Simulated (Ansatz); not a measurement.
BaZrO3 (cubic perovskite)

```
CELL_PARAMETERS angstrom
      4.20498     0.00000     0.00000
      0.00000     4.20498     0.00000
      0.00000     0.00000     4.20498
ATOMIC_POSITIONS crystal
  Ba 0.00000 0.00000 0.00000
  Zr 0.50000 0.50000 0.50000
  O  0.00000 0.50000 0.50000
  O  0.50000 0.50000 0.00000
  O  0.50000 0.00000 0.50000
```

The slice is a {210} plane (indices of the conventional cell) through the point (0.000, 0.000, 0.000) (fractional), spanned by u = [100] and v = [021] in vectors of this cell: u (4.20 Å) and v (9.40 Å, at 90° to u). It covers one period; positions are fractions (u, v).

Computed with r2SCAN (plane waves to 500 eV, PAW, scalar-relativistic; Ansatz, a program for electronic structure). k mesh 8×8×8. These are valence fields of a PAW run, semicore shells included where kept as valence: close to a nucleus they are smooth pseudo fields. BaZrO3 is run without spin polarisation. BaZrO3 was relaxed with its symmetry unable to fall.

Question: Predict the map of the electron localisation function (ELF) on the slice.

Answer: 
| v \ u | 0.00 | 0.15 | 0.31 | 0.46 | 0.62 | 0.77 | 0.92 |
|---|---|---|---|---|---|---|---|
| 0.93 | 0.81 | 0.88 | 0.14 | 0.04 | 0.03 | 0.71 | 0.85 |
| 0.86 | 0.34 | 0.10 | 0.11 | 0.48 | 0.34 | 0.04 | 0.27 |
| 0.79 | 0.27 | 0.09 | 0.16 | 0.33 | 0.28 | 0.06 | 0.21 |
| 0.71 | 0.68 | 0.39 | 0.05 | 0.29 | 0.15 | 0.08 | 0.63 |
| 0.64 | 0.45 | 0.22 | 0.04 | 0.12 | 0.07 | 0.06 | 0.40 |
| 0.57 | 0.04 | 0.04 | 0.55 | 0.82 | 0.76 | 0.15 | 0.04 |
| 0.50 | 0.01 | 0.09 | 0.78 | x | 0.79 | 0.49 | 0.01 |
| 0.43 | 0.04 | 0.04 | 0.55 | 0.82 | 0.76 | 0.15 | 0.04 |
| 0.36 | 0.45 | 0.22 | 0.04 | 0.12 | 0.07 | 0.06 | 0.40 |
| 0.29 | 0.68 | 0.39 | 0.05 | 0.29 | 0.15 | 0.08 | 0.63 |
| 0.21 | 0.27 | 0.09 | 0.16 | 0.33 | 0.28 | 0.06 | 0.21 |
| 0.14 | 0.34 | 0.10 | 0.11 | 0.48 | 0.34 | 0.04 | 0.27 |
| 0.07 | 0.81 | 0.88 | 0.14 | 0.04 | 0.03 | 0.71 | 0.85 |
| 0.00 | x | 0.79 | 0.59 | 0.01 | 0.06 | 0.88 | x |

Values: electron localisation function (ELF). Points within 0.4 Å of a nucleus are blanked (x), as the pseudised field means little there.
